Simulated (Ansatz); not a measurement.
A trial cell of Cd was relaxed with r2SCAN (plane waves to 500 eV, PAW, scalar-relativistic; Ansatz, an electronic-structure program).

Before: I4/mmm (No. 139), tI8; a = 6.7029 Å, b = 6.7029 Å, c = 3.8482 Å, α = 90.00°, β = 90.00°, γ = 90.00°.

After relaxation:

Simulated powder pattern, Mo Kα, λ = 0.71073 Å (kinematic, ideal powder, no thermal factors, no anomalous dispersion; the 24 strongest lines at most, above 1 %, up to 2θ = 45°):

```csv
2θ (°),I/Imax (%)
13.86,100
19.65,79
24.13,29
27.93,14
31.31,38
34.38,28
39.91,8.4
42.45,17
44.86,11
```

Task: Identify the relaxed structure from its pattern: crystal system, space group and cell.

Result: Cubic, Pm-3m (No. 221), cP1, AFLOW prototype A_cP1_221_a (A_h); a = b = c = 2.9450 Å, α = β = γ = 90.00°. Sites: Cd 1b (0.500, 0.500, 0.500).

Task: Index the strongest lines.

Result: 13.86° (100), 19.65° (110), 24.13° (111), 31.31° (210), 34.38° (211).

No spin polarisation in the result.

The run could not lose the symmetry of its start, so the end can be a saddle point.

The relaxed structure here is a generated cell of Cd: the first start was made by placing the elements on the sites of a structure type, and the end was not matched to a known phase here, so it may be hypothetical. Known forms of Cd include space group No. 194.
